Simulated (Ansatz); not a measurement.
ZnO: checking an input

System: ZnO, a measured crystal structure (space group P6_3mc); the cell holds 4 atoms. Source: COD entry 1011259; it may be a high-temperature, high-pressure or metastable form.

Method: Ansatz, DFT, PBE, PAW, plane waves, scalar-relativistic.

```yaml
crystal:
  lattice:
    - [3.35099951, 0.0, 0.0]
    - [-1.67549976, 2.90205071, 0.0]
    - [0.0, 0.0, 5.226]
  atoms:
    - { symbol: Zn, position: [0.33333333, 0.66666667, 0.0] }
    - { symbol: Zn, position: [0.66666667, 0.33333333, 0.5] }
    - { symbol: O, position: [0.33333333, 0.66666667, 0.375] }
    - { symbol: O, position: [0.66666667, 0.33333333, 0.875] }
hamiltonian:
  xc: pbe
  pseudopotentials: { kind: paw }
basis:
  ecutwfc: 420
kpoints:
  mp_grid: { grid: [8, 8, 5] }
scf:
  occupations: { method: fermi_dirac, width: 0.1 }
  lower_state_search: "off"
  mixing: { algorithm: pulay2 }
output:
  forces: true
  stress: true
```

Gaps of semilocal functionals run low against measured ones.

The run was started with:
```sh
ansatz run input.yaml --threads 2 --pin off --max-ram 5120MiB --backend cpu --events-out ev --progress --plain --runs-dir out
```

Machine: 2 threads of Arm Neoverse V2, with other jobs on the host.

Question: Does the program run this input?

Answer: No, it refuses it: YAML parse error: error: line 21 column 24: unknown variant `pulay2`, expected one of auto, anderson, broyden, msr1 [...]

Question: What has to change?

Answer: The fault: unknown mixer pulay2. Name one of the mixers that the message lists, or leave the key out. Without it the same cell converges in 6 iterations, with a gap of 0.73 eV on the k-mesh.
